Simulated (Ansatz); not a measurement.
An Ansatz input:

```yaml
crystal:
  lattice:
    - [1.6699620484, 0.0, 0.0]
    - [-0.8349810242, 1.4462295572, 0.0]
    - [0.0, 0.0, 10.3620858535]
  atoms:
    - { symbol: B, position: [0.3333333333, 0.6666666667, 0.25] }
    - { symbol: B, position: [0.6666666667, 0.3333333333, 0.75] }
hamiltonian:
  xc: blyp
  pseudopotentials:
    kind: paw
    azcp:
      B: "pseudopotentials/B.paw.azcp"
basis:
  ecutwfc: 420
  fft_grid_basis: typed
kpoints:
  mp_grid: { grid: [23, 23, 4], shift: [0, 0, 0] }
magnetization:
  spin_polarized: false
scf:
  occupations: { method: fermi_dirac, width: 0.1 }
  lower_state_search: "off"
output:
  stress: true
```

Terminal output

```
Engine: ansatz 0.2.0, aarch64-unknown-linux-gnu
Pseudopotentials: kind: paw
Pseudopotential: B, paw, valence charge 3, recommended cutoff 420 eV (normal) 
Functional definition: BLYP
  parameter beta = 0.0042
  parameter a = 0.04918
  parameter b = 0.132
  parameter c = 0.2533
  parameter d = 0.349
  exchange = b88_x(beta = beta)
  correlation = lyp_c(a = a, b = b, c = c, d = d)
Crystal: 2 atoms, lattice volume = 25.026 Å³
Basis set: ecut = 420 eV, 485 PW (Γ), exchange–correlation on 24×24×144 points (8 copies of the dense FFT grid, shifted against one another)
Bands: 7, of which v1, the nominal top of the filled ones, is band 3 counted from 1 (2 counted from 0)
Symmetry: 24 space group operations
Space group: P63/mmc (ITA 194), of the structure as read, at distance tolerance 2.9e-5 Å
k-points: 168 of 2116
Non-local potential: B, projectors of the file, l = 0: 2, l = 1: 2, l = 2: 1
PAW form: soft (Blöchl's): semilocal exchange-correlation on the pseudo side does not see the compensation charge
PAW frozen core: B, regenerated for the run's functional, and the local potential with it (the file was generated under x = pbe(κ = 0.804, μ = 0.2195149727645171), c = pbe(β = 0.06672455060314922))
PAW one-centre angular grid: B, 110 points (default); XC on 64 Gauss nodes
Initial density: superposition of atomic densities (neutral atoms: chi_scale 0, normalization atom), corrected by the library's trained network
Initial wavefunctions: pseudopotential atomic-orbital guess
Functional: x = b88, c = lyp
SCF iter   1: F=—  HF=-311.210830 eV  |F-HF|=—  |Δ(HF+E_count)|=         —  Δρ=1.43e-2  dr2=5.10e-2  ethr=1.77e-3  ⟨swp⟩=5.8  Hψ=9530  notcnv=0
SCF iter   2: F=—  HF=-311.202712 eV  |F-HF|=—  |Δ(HF+E_count)|=   8.12e-3  Δρ=2.50e-3  dr2=1.07e-3  ethr=8.50e-4  ⟨swp⟩=2.9  Hψ=3428  notcnv=0  defer=15
SCF iter   3: F=—  HF=-311.202571 eV  |F-HF|=—  |Δ(HF+E_count)|=   1.41e-4  Δρ=2.09e-4  dr2=7.82e-6  ethr=1.78e-5  ⟨swp⟩=2.3  Hψ=1819  notcnv=0  defer=15
SCF iter   4: F=—  HF=-311.202620 eV  |F-HF|=—  |Δ(HF+E_count)|=   4.96e-5  Δρ=2.68e-5  dr2=1.46e-7  ethr=1.30e-7  ⟨swp⟩=2.2  Hψ=1711  notcnv=0  defer=15
iter 5 did not close the SCF: its close was put off for the readings that it lacked (scf_convergence_deferred on its scf_iter line)
SCF iter   5: F=-311.202620 eV  HF=-311.202620 eV  |F-HF|=3.55e-10  |Δ(HF+E_count)|=   1.59e-7  Δρ=1.17e-6  dr2=2.02e-10  ethr=2.43e-9  ⟨swp⟩=2.4  Hψ=1702  notcnv=0  defer=15
SCF iter   6: F=-311.202620 eV  HF=-311.202620 eV  |F-HF|=5.23e-12  |Δ(HF+E_count)|=  3.90e-10  Δρ=1.16e-7  dr2=1.39e-12  ethr=3.36e-12  ⟨swp⟩=1.1  Hψ=3464  notcnv=0
SCF 1 converged in 6 iterations: F = -311.202620 eV  dr2 = 1.39e-12
SCF converged after 6 iterations
Free energy (F): -311.202620 eV
Harris-Foulkes:  -311.202620 eV  (|F-HF|=5.23e-12)
Internal energy: -311.189208 eV  (E = F + TS)
E sigma→0 (E₀):  -311.195914 eV
Entropy (-TS):   -0.013412 eV (-6.706 meV/atom)
Fermi energy:    5.219306 eV
--- Per-component energies (eV) ---
  E_band       = -22.990705
  E_kinetic    = 105.792496
  E_local      = -289.816809  (includes V_loc(G=0)·N_el)
  E_nonlocal   = 22.713016
  E_hartree    = 109.675929
  E_xc         = -63.200687
  E_vxc        = -74.774703  (∫ρ·V_xc dr)
  E_paw        = -160.509761  (= ΣΔE_a)
  E_vpaw       = -6.256567  (= ΣTr[D̂ρ^β])
  E_aug_tail   = -0.000008  (compensation charges beyond the density's cutoff)
  E_ewald      = -35.844912
  E_core_change = 0.001528  (= ΣΔE_core)
  E_smearing   = -0.013412  (= −TS)
  E_closure    = -0.000000  (closes the sum)
  Σ components = -311.202620   (vs F -311.202620, Δ=0.00e0)
--- Stress (GPa, compression-positive) ---
       15.878617      -0.000000       0.000000
        0.000000      15.878617       0.000000
        0.000000       0.000000       0.151580
  P = ⅓ Tr σ = 10.6363 GPa (106.363 kbar)
```
